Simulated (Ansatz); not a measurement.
With the program Ansatz at the PBE level (PAW), Al2Cu in the tetragonal phase (I4/mcm; Cu on 4a, Al on 8h) relaxes to a = 6.051 Å, c = 4.887 Å. Its formation energy from the elements is -0.16 eV/atom, with no fitted shifts.

Electronic character: metallic (no gap).

An equation-of-state fit gives a bulk modulus of 99.4 GPa. The relaxed-ion elastic constants in GPa are C11 = 169, C12 = 73.8, C13 = 60.5, C33 = 171, C44 = 31.4, C66 = 47.3. The elastic constants imply a Debye temperature near 419 K. The highest mode at Γ lies at 312 cm⁻¹. Bader charges are Cu -1.66, Al +0.83 e.

The PBE relaxation kept the symmetry of its start; of distortions, only those at the zone centre were tested. The run is not spin-polarised. As this level gives no gap, shear constants depend on the k-mesh and smearing (Fermi–Dirac, 0.1 eV here). As this level gives no gap, phonon frequencies hold no LO–TO term and depend on the k-mesh and smearing (Fermi–Dirac, 0.1 eV here). Axis ratios of metals converge slowly with the k-mesh, so a and c are less sure than the volume. The references are the lowest solids computed at this level, not always the standard phases.

Potentials: the later of the program's two PAW sets.
